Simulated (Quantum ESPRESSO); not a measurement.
# SnMo5TiRu: input and log of a self-consistent run

Simulated, not a measurement. The program is pw.x of Quantum ESPRESSO 7.5 (plane-wave density functional theory). The cell is made up: eight metal atoms on a face-centred cubic lattice, with elements, volume, strain and displacements drawn at random and not relaxed, so it may be unstable or far from any real phase. PseudoDojo standard norm-conserving files set the functional (PBE unless stated); there is no spin polarisation or spin-orbit coupling, the Fermi-Dirac width of 0.25 eV means electrons at about 2900 K, and the masses in the input are unused placeholders. The tin pseudopotential is less sure than most, with forces differing by about three percent from a second method on plain tin. A spin test at this wide smearing found no moment, but such smearing suppresses magnetism that the real alloy may have.

Input:

```
&control calculation='scf', pseudo_dir='./dojo.nc.sr.pbe.v0_5.standard.upf', outdir='./o', disk_io='minimal', tprnfor=.true., tstress=.true. /
&system ibrav=0, nat=8, ntyp=4, nbnd=73, ecutwfc=84.00895049, nosym=.true., tot_charge=0,
 occupations='smearing', smearing='fd', degauss=0.0183746611
/
&electrons conv_thr=1.470e-08, electron_maxstep=70, mixing_beta=0.5 /
ATOMIC_SPECIES
Mo 1.0 Mo.upf
Ru 1.0 Ru.upf
Sn 1.0 Sn.upf
Ti 1.0 Ti.upf
CELL_PARAMETERS angstrom
-0.0017 -2.0713 -2.1265
-0.0412 4.0785 -4.1888
8.4314 -0.0379 0.0447
ATOMIC_POSITIONS angstrom
Sn 0.2566 0.1433 -0.16
Mo 4.3251 0.0455 -0.0481
Mo -0.1267 2.2584 -2.0376
Ti 4.2115 1.9496 -2.1985
Mo 2.139 -0.1292 -2.1027
Mo 6.368 0.0401 -2.0048
Mo 2.2017 1.9403 -4.4374
Ru 6.25 1.9891 -4.2441
K_POINTS automatic
8 4 3 1 1 1
```

The log is shortened where brackets say so; the opening notice, blank lines, dates and the lines on written files are dropped, and the path of the files is cut. It prints rydbergs, bohrs and kilobars, and counts compression as positive stress. Its total energy is the free energy E - TS of the whole cell.

```
     Program PWSCF v.7.5
     Parallel version (MPI & OpenMP), running on       4 processor cores
     Number of MPI processes:                 4
     Threads/MPI process:                     1
     [start-up lines left out]
     bravais-lattice index     =            0
     lattice parameter (alat)  =       5.6097  a.u.
     unit-cell volume          =     987.0843 (a.u.)^3
     number of atoms/cell      =            8
     number of atomic types    =            4
     number of electrons       =       112.00
     number of Kohn-Sham states=           73
     kinetic-energy cutoff     =      84.0090  Ry
     charge density cutoff     =     336.0358  Ry
     scf convergence threshold =      1.5E-08
     mixing beta               =       0.5000
     number of iterations used =            8  plain     mixing
     Exchange-correlation= PBE
                           (   1   4   3   4   0   0   0)
     [axes and pseudopotential details left out]
   Cartesian axes
     site n.     atom                  positions (alat units)
         1        Sn     tau(   1) = (   0.0864395   0.0482727  -0.0538984  )
         2        Mo     tau(   2) = (   1.4569740   0.0153273  -0.0162032  )
         3        Mo     tau(   3) = (  -0.0426808   0.7607755  -0.6863957  )
         4        Ti     tau(   4) = (   1.4187061   0.6567516  -0.7405973  )
         5        Mo     tau(   5) = (   0.7205538  -0.0435229  -0.7083256  )
         6        Mo     tau(   6) = (   2.1451551   0.0135083  -0.6753466  )
         7        Mo     tau(   7) = (   0.7416752   0.6536188  -1.4948039  )
         8        Ru     tau(   8) = (   2.1054050   0.6700578  -1.4296879  )
     number of k points=    48  Fermi-Dirac smearing, width (Ry)=  0.0184
                       cart. coord. in units 2pi/alat
        k(    1) = (   0.0591525   0.0009610  -0.0882320), wk =   0.0416667
        k(    2) = (  -0.1755808  -0.0001280  -0.0869836), wk =   0.0416667
     [further k points left out]
     Dense  grid:   102707 G-vectors     FFT dimensions: (  36,  72,  96)
     Estimated max dynamical RAM per process >     347.46 MB
     Estimated total dynamical RAM >       1.28 GB
     Initial potential from superposition of free atoms
     starting charge     111.9889, renormalised to     112.0000
     Starting wfcs are   79 randomized atomic wfcs
     total cpu time spent up to now is        7.2 secs
     per-process dynamical memory:   274.8 Mb
     Self-consistent Calculation
     iteration #  1     ecut=    84.01 Ry     beta= 0.50
     Davidson diagonalization with overlap
     ethr =  1.00E-02,  avg # of iterations =  2.3
     total cpu time spent up to now is       22.3 secs
     total energy              =   -1178.83575525 Ry
     estimated scf accuracy    <       3.80461806 Ry
     iteration #  2     ecut=    84.01 Ry     beta= 0.50
     Davidson diagonalization with overlap
     ethr =  3.40E-03,  avg # of iterations =  4.6
     total cpu time spent up to now is       41.6 secs
     total energy              =   -1176.83166378 Ry
     estimated scf accuracy    <      74.16699677 Ry
     iteration #  3     ecut=    84.01 Ry     beta= 0.50
     Davidson diagonalization with overlap
     ethr =  3.40E-03,  avg # of iterations =  4.0
     total cpu time spent up to now is       58.8 secs
     total energy              =   -1179.17254218 Ry
     estimated scf accuracy    <      42.62332895 Ry
     iteration #  4     ecut=    84.01 Ry     beta= 0.50
     Davidson diagonalization with overlap
     ethr =  3.40E-03,  avg # of iterations =  3.9
     total cpu time spent up to now is       71.0 secs
     total energy              =   -1180.53636182 Ry
     estimated scf accuracy    <      15.18269087 Ry
     iteration #  5     ecut=    84.01 Ry     beta= 0.50
     Davidson diagonalization with overlap
     ethr =  3.40E-03,  avg # of iterations =  1.5
     total cpu time spent up to now is       82.2 secs
     total energy              =   -1181.05440818 Ry
     estimated scf accuracy    <       2.18823380 Ry
     [iterations 6 to 20 left out]
     iteration # 21     ecut=    84.01 Ry     beta= 0.50
     Davidson diagonalization with overlap
     ethr =  8.18E-10,  avg # of iterations =  1.0
     total cpu time spent up to now is      343.1 secs
     total energy              =   -1181.06443485 Ry
     estimated scf accuracy    <       0.00000004 Ry
     iteration # 22     ecut=    84.01 Ry     beta= 0.50
     Davidson diagonalization with overlap
     ethr =  3.77E-11,  avg # of iterations =  2.8
     total cpu time spent up to now is      357.8 secs
     total energy              =   -1181.06443485 Ry
     estimated scf accuracy    <       0.00000005 Ry
     iteration # 23     ecut=    84.01 Ry     beta= 0.50
     Davidson diagonalization with overlap
     ethr =  3.77E-11,  avg # of iterations =  2.0
     total cpu time spent up to now is      372.5 secs
     total energy              =   -1181.06443484 Ry
     estimated scf accuracy    <       0.00000023 Ry
     iteration # 24     ecut=    84.01 Ry     beta= 0.50
     Davidson diagonalization with overlap
     ethr =  3.77E-11,  avg # of iterations =  2.0
     total cpu time spent up to now is      388.2 secs
     total energy              =   -1181.06443485 Ry
     estimated scf accuracy    <       0.00000010 Ry
     iteration # 25     ecut=    84.01 Ry     beta= 0.50
     Davidson diagonalization with overlap
     ethr =  3.77E-11,  avg # of iterations =  1.0
     total cpu time spent up to now is      400.8 secs
     End of self-consistent calculation
     [lines on levels left out]
!    total energy              =   -1181.06443486 Ry
     estimated scf accuracy    <          1.8E-09 Ry
     smearing contrib. (-TS)   =      -0.16027931 Ry
     internal energy E=F+TS    =   -1180.90415554 Ry
     The total energy is F=E-TS. E is the sum of the following terms:
     one-electron contribution =    -271.00942253 Ry
     hartree contribution      =     195.18953142 Ry
     xc contribution           =    -198.12045463 Ry
     ewald contribution        =    -906.96380981 Ry
     convergence has been achieved in  25 iterations
     Forces acting on atoms (cartesian axes, Ry/au):
     atom    1 type  3   force =    -0.10862835   -0.06083385    0.03749359
     atom    2 type  1   force =     0.02142678    0.00035832    0.00846167
     atom    3 type  1   force =    -0.00443006    0.00780699   -0.02116020
     atom    4 type  4   force =     0.02658017    0.01149482   -0.00742142
     atom    5 type  1   force =     0.07830218    0.06839619   -0.04331593
     atom    6 type  1   force =    -0.00837126   -0.00191277   -0.00123682
     atom    7 type  1   force =    -0.00263961   -0.01671105    0.02137031
     atom    8 type  2   force =    -0.00223986   -0.00859866    0.00580881
     Total force =     0.180211     Total SCF correction =     0.000203
     Computing stress (Cartesian axis) and pressure
          total   stress  (Ry/bohr**3)                   (kbar)     P=     -131.12
  -0.00086751   0.00007017   0.00003143         -127.62       10.32        4.62
   0.00007017  -0.00087588   0.00013939           10.32     -128.85       20.50
   0.00003143   0.00013939  -0.00093062            4.62       20.50     -136.90
     init_run     :      6.70s CPU      6.99s WALL (       1 calls)
     electrons    :    383.82s CPU    393.59s WALL (       1 calls)
     forces       :      1.67s CPU      1.68s WALL (       1 calls)
     stress       :      6.12s CPU      6.12s WALL (       1 calls)
     [timing details left out]
     PWSCF        :   6m38.51s CPU   6m48.68s WALL
     JOB DONE.
```

In other units: free energy -16069.200 eV for the cell, pressure -13.11 GPa, largest force component 2.793 eV/Å in size. The run took 410 s of wall time with four MPI processes on a shared machine (Intel Xeon, 2023 or later, virtual cores), so the time is rough. A rerun of this cell at a higher cutoff and on a denser mesh moved values by no more than 0.011 eV in energy, 0.06 GPa in stress and 0.009 eV/Å in force, and a second program with other atomic files agreed on that cell to 2 % rms in force and 0.5 GPa in pressure.